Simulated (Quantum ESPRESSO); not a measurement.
Al2SnTi3Ru2, input and log of a self-consistent run

Simulated, not a measurement. The program is pw.x of Quantum ESPRESSO 7.5 (plane-wave density functional theory). The cell is made up: eight metal atoms on a face-centred cubic lattice, with elements, volume, strain and displacements drawn at random and not relaxed, so it may be unstable or far from any real phase. PseudoDojo standard norm-conserving files set the functional (PBE unless stated); there is no spin polarisation or spin-orbit coupling, the Fermi-Dirac width of 0.25 eV means electrons at about 2900 K, and the masses in the input are unused placeholders. The tin pseudopotential is less sure than most, with forces differing by about three percent from a second method on plain tin. A spin test at this wide smearing found no moment, but such smearing suppresses magnetism that the real alloy may have.

Input:

```
&control calculation='scf', pseudo_dir='./dojo.nc.sr.pbe.v0_5.standard.upf', outdir='./o', disk_io='minimal', tprnfor=.true., tstress=.true. /
&system ibrav=0, nat=8, ntyp=4, nbnd=58, ecutwfc=84.00895049, nosym=.true., tot_charge=0,
 occupations='smearing', smearing='fd', degauss=0.0183746611
/
&electrons conv_thr=1.470e-08, electron_maxstep=70, mixing_beta=0.5 /
ATOMIC_SPECIES
Al 1.0 Al.upf
Ru 1.0 Ru.upf
Sn 1.0 Sn.upf
Ti 1.0 Ti.upf
CELL_PARAMETERS angstrom
0.0254 -0.0266 -4.1628
4.0932 -0.0001 -0.0254
0.0001 -8.32 -0.0531
ATOMIC_POSITIONS angstrom
Al -0.0049 -0.0476 0.0178
Sn -0.0256 -4.1714 0.0031
Al 2.0796 -2.0987 -0.0339
Ti 2.0509 -6.2358 0.0011
Ru -0.0121 -2.0779 -2.1246
Ti 0.0382 -6.2662 -2.0971
Ti 2.038 -0.0459 -2.0918
Ru 2.081 -4.1786 -2.1252
K_POINTS automatic
6 6 3 1 1 1
```

The log is shortened where brackets say so; the opening notice, blank lines, dates and the lines on written files are dropped, and the path of the files is cut. It prints rydbergs, bohrs and kilobars, and counts compression as positive stress. Its total energy is the free energy E - TS of the whole cell.

```
     Program PWSCF v.7.5
     Parallel version (MPI & OpenMP), running on       4 processor cores
     Number of MPI processes:                 4
     Threads/MPI process:                     1
     [start-up lines left out]
     bravais-lattice index     =            0
     lattice parameter (alat)  =       7.8669  a.u.
     unit-cell volume          =     956.6086 (a.u.)^3
     number of atoms/cell      =            8
     number of atomic types    =            4
     number of electrons       =        88.00
     number of Kohn-Sham states=           58
     kinetic-energy cutoff     =      84.0090  Ry
     charge density cutoff     =     336.0358  Ry
     scf convergence threshold =      1.5E-08
     mixing beta               =       0.5000
     number of iterations used =            8  plain     mixing
     Exchange-correlation= PBE
                           (   1   4   3   4   0   0   0)
     [axes and pseudopotential details left out]
   Cartesian axes
     site n.     atom                  positions (alat units)
         1        Al     tau(   1) = (  -0.0011770  -0.0114342   0.0042758  )
         2        Sn     tau(   2) = (  -0.0061495  -1.0020268   0.0007447  )
         3        Al     tau(   3) = (   0.4995481  -0.5041362  -0.0081432  )
         4        Ti     tau(   4) = (   0.4926540  -1.4979237   0.0002642  )
         5        Ru     tau(   5) = (  -0.0029066  -0.4991397  -0.5103577  )
         6        Ti     tau(   6) = (   0.0091762  -1.5052262  -0.5037518  )
         7        Ti     tau(   7) = (   0.4895552  -0.0110258  -0.5024787  )
         8        Ru     tau(   8) = (   0.4998844  -1.0037563  -0.5105018  )
     number of k points=    54  Fermi-Dirac smearing, width (Ry)=  0.0184
                       cart. coord. in units 2pi/alat
        k(    1) = (   0.0842409  -0.0828665  -0.0822931), wk =   0.0370370
        k(    2) = (   0.0842359   0.2507179  -0.0844247), wk =   0.0370370
     [further k points left out]
     Dense  grid:    99459 G-vectors     FFT dimensions: (  45,  45,  96)
     Estimated max dynamical RAM per process >     306.94 MB
     Estimated total dynamical RAM >       1.13 GB
     Initial potential from superposition of free atoms
     starting charge      87.9873, renormalised to      88.0000
     Starting wfcs are   67 randomized atomic wfcs
     total cpu time spent up to now is       11.0 secs
     per-process dynamical memory:   239.2 Mb
     Self-consistent Calculation
     iteration #  1     ecut=    84.01 Ry     beta= 0.50
     Davidson diagonalization with overlap
     ethr =  1.00E-02,  avg # of iterations =  2.3
     total cpu time spent up to now is       35.9 secs
     total energy              =    -923.78228046 Ry
     estimated scf accuracy    <       5.55469833 Ry
     iteration #  2     ecut=    84.01 Ry     beta= 0.50
     Davidson diagonalization with overlap
     ethr =  6.31E-03,  avg # of iterations =  5.7
     total cpu time spent up to now is       63.5 secs
     total energy              =    -924.00568820 Ry
     estimated scf accuracy    <      87.08863335 Ry
     iteration #  3     ecut=    84.01 Ry     beta= 0.50
     Davidson diagonalization with overlap
     ethr =  6.31E-03,  avg # of iterations =  5.6
     total cpu time spent up to now is       94.7 secs
     total energy              =    -927.41561545 Ry
     estimated scf accuracy    <       9.13023192 Ry
     iteration #  4     ecut=    84.01 Ry     beta= 0.50
     Davidson diagonalization with overlap
     ethr =  6.31E-03,  avg # of iterations =  1.8
     total cpu time spent up to now is      119.0 secs
     total energy              =    -927.49040602 Ry
     estimated scf accuracy    <       3.18524179 Ry
     iteration #  5     ecut=    84.01 Ry     beta= 0.50
     Davidson diagonalization with overlap
     ethr =  3.62E-03,  avg # of iterations =  1.7
     total cpu time spent up to now is      133.5 secs
     total energy              =    -927.38909081 Ry
     estimated scf accuracy    <       1.85532069 Ry
     [iterations 6 to 16 left out]
     iteration # 17     ecut=    84.01 Ry     beta= 0.50
     Davidson diagonalization with overlap
     ethr =  3.73E-09,  avg # of iterations =  2.1
     total cpu time spent up to now is      391.3 secs
     total energy              =    -927.51599408 Ry
     estimated scf accuracy    <       0.00000547 Ry
     iteration # 18     ecut=    84.01 Ry     beta= 0.50
     Davidson diagonalization with overlap
     ethr =  3.73E-09,  avg # of iterations =  1.0
     total cpu time spent up to now is      409.6 secs
     total energy              =    -927.51599437 Ry
     estimated scf accuracy    <       0.00000014 Ry
     iteration # 19     ecut=    84.01 Ry     beta= 0.50
     Davidson diagonalization with overlap
     ethr =  1.59E-10,  avg # of iterations =  5.3
     total cpu time spent up to now is      434.2 secs
     total energy              =    -927.51599441 Ry
     estimated scf accuracy    <       0.00000010 Ry
     iteration # 20     ecut=    84.01 Ry     beta= 0.50
     Davidson diagonalization with overlap
     ethr =  1.16E-10,  avg # of iterations =  1.3
     total cpu time spent up to now is      452.0 secs
     total energy              =    -927.51599441 Ry
     estimated scf accuracy    <       0.00000007 Ry
     iteration # 21     ecut=    84.01 Ry     beta= 0.50
     Davidson diagonalization with overlap
     ethr =  8.36E-11,  avg # of iterations =  1.7
     total cpu time spent up to now is      469.1 secs
     End of self-consistent calculation
     [lines on levels left out]
!    total energy              =    -927.51599441 Ry
     estimated scf accuracy    <          2.7E-09 Ry
     smearing contrib. (-TS)   =      -0.13421201 Ry
     internal energy E=F+TS    =    -927.38178240 Ry
     The total energy is F=E-TS. E is the sum of the following terms:
     one-electron contribution =    -397.83075401 Ry
     hartree contribution      =     238.22466412 Ry
     xc contribution           =    -168.88167928 Ry
     ewald contribution        =    -598.89401323 Ry
     convergence has been achieved in  21 iterations
     Forces acting on atoms (cartesian axes, Ry/au):
     atom    1 type  1   force =     0.00043462   -0.00566392   -0.00044046
     atom    2 type  3   force =     0.01252679    0.01797947   -0.00678499
     atom    3 type  1   force =    -0.00675489    0.00200679    0.00165688
     atom    4 type  4   force =    -0.00182741   -0.00501754   -0.00762153
     atom    5 type  2   force =     0.00285897    0.02966039    0.00509060
     atom    6 type  4   force =    -0.00591304    0.00334528    0.00362368
     atom    7 type  4   force =     0.00619140   -0.03646450    0.00196229
     atom    8 type  2   force =    -0.00751644   -0.00584598    0.00251353
     Total force =     0.056032     Total SCF correction =     0.000208
     Computing stress (Cartesian axis) and pressure
          total   stress  (Ry/bohr**3)                   (kbar)     P=     -103.77
  -0.00059122  -0.00001251   0.00004446          -86.97       -1.84        6.54
  -0.00001251  -0.00065910  -0.00006534           -1.84      -96.96       -9.61
   0.00004446  -0.00006534  -0.00086591            6.54       -9.61     -127.38
     init_run     :      9.01s CPU      9.43s WALL (       1 calls)
     electrons    :    455.25s CPU    458.09s WALL (       1 calls)
     forces       :      2.80s CPU      2.80s WALL (       1 calls)
     stress       :      9.06s CPU      9.07s WALL (       1 calls)
     [timing details left out]
     PWSCF        :   7m57.73s CPU   8m 1.03s WALL
     JOB DONE.
```

In other units: free energy -12619.498 eV for the cell, pressure -10.38 GPa, largest force component 0.938 eV/Å in size. The run took 483 s of wall time with four MPI processes on a shared machine (Intel Xeon, older, virtual cores), so the time is rough. A rerun of this cell at a higher cutoff and on a denser mesh moved values by no more than 0.003 eV in energy, 0.03 GPa in stress and 0.003 eV/Å in force, and a second program with other atomic files agreed on that cell to 2 % rms in force and 0.5 GPa in pressure.